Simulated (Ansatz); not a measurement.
Fe₂Co₃ (I4/mmm) at 2 levels of theory

One geometry, relaxed with PBE; plane waves with PAW potentials in Ansatz, scalar-relativistic. Collinear spin, ending at 10.0 μB a primitive cell. Gaps are the least over mesh and band path; pressure is positive in compression.

```
Fe Co
1.0
    -1.26655    1.26655    8.80058
     1.26655   -1.26655    8.80058
     1.26655    1.26655   -8.80058
Fe Co
2 3
Direct
  0.89977 0.89977 0.00000
  0.10023 0.10023 0.00000
  0.70263 0.70263 0.00000
  0.29737 0.29737 0.00000
  0.50000 0.50000 0.00000
```

```tsv
level	cutoff (eV)	k mesh	gap (eV)	pressure (GPa)	largest moment (μB)
PBE	420	20×20×20	0	0.0	2.60
```

**Question.** What comes out on the same cell with PBEsol?

**Answer.**
```csv
level,cutoff (eV),k mesh,gap (eV),pressure (GPa),largest moment (μB)
PBEsol,420,20×20×20,0,-9.5,2.59
```

The structure comes from a generated guess; another structure or a mixture of phases may lie lower.
